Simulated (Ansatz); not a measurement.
Input:

AgI:
```cif
data_Ag3I3
_chemical_formula_sum 'Ag3 I3'
_space_group_name_H-M_alt 'P 1'
_space_group_IT_number 1
_cell_length_a 4.26512
_cell_length_b 4.26512
_cell_length_c 10.44370
_cell_angle_alpha 90.000
_cell_angle_beta 90.000
_cell_angle_gamma 120.000
loop_
_space_group_symop_operation_xyz
  'x, y, z'
loop_
_atom_site_label
_atom_site_type_symbol
_atom_site_fract_x
_atom_site_fract_y
_atom_site_fract_z
_atom_site_occupancy
Ag1 Ag 0.33327 0.33327 0.50000 1
Ag2 Ag 0.66673 0.00000 0.83333 1
Ag3 Ag 0.00000 0.66673 0.16667 1
I1 I 0.33345 0.33345 0.00000 1
I2 I 0.66655 0.00000 0.33333 1
I3 I 0.00000 0.66655 0.66667 1
```

This is the PBE+D3(BJ)-relaxed structure.

Question: All from plane-wave PAW PBE+D3(BJ) (Ansatz code), unless another level is named. Predict the weight of the conduction-edge state by species (Voronoi cells).

Answer: Ag 76 %, I 24 %.

Question: Predict the conduction-band minimum.

Answer: at M (3 equivalent valleys).

Question: Predict the weight of the valence-edge state by species (Voronoi cells).

Answer: I 63 %, Ag 37 %.

Space group Fm-3m (rock salt). This is a known high-pressure phase of the composition, computed here at zero pressure and temperature. The PBE+D3(BJ) relaxation kept the symmetry of its start; its stability against distortions is not shown here. No spin polarisation was allowed. The volume moved by -37 % from the start of the relaxation. Point labels and valley counts follow the cell and symmetry of the run, lower than the named group. Spin–orbit coupling is left out wherever it is not named.

Potentials: the later of the program's two PAW sets.
